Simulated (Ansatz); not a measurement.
According to the program Ansatz at the PBEsol level (PAW), Au in the diamond structure (Fd-3m) relaxes to a = 6.027 Å. Au has 4 nearest neighbours from 2.61 Å (tetrahedral).

Electronic character: metallic (no gap). Gap from PBEsol with spin–orbit coupling: none (metallic).

The bulk modulus is 68.2 GPa. The relaxed-ion elastic constants in GPa are C11 = 59.8, C12 = 72.7, C44 = -10.1. The highest mode at Γ lies at 131 cm⁻¹.

The start of the workflow was typed in or built on a structure type; neither database checked (COD, Materials Project) lists it. It is not the phase usual at ambient conditions (space group No. 225). Symmetry was held in the PBEsol relaxation. At this level the phase is mechanically unstable. As this level gives no gap, shear constants depend on the k-mesh and smearing (Fermi–Dirac, 0.1 eV here). As this level gives no gap, phonon frequencies hold no LO–TO term and depend on the k-mesh and smearing (Fermi–Dirac, 0.1 eV here). Spin–orbit coupling is left out wherever it is not named.

Potentials: the later of the program's two PAW sets.
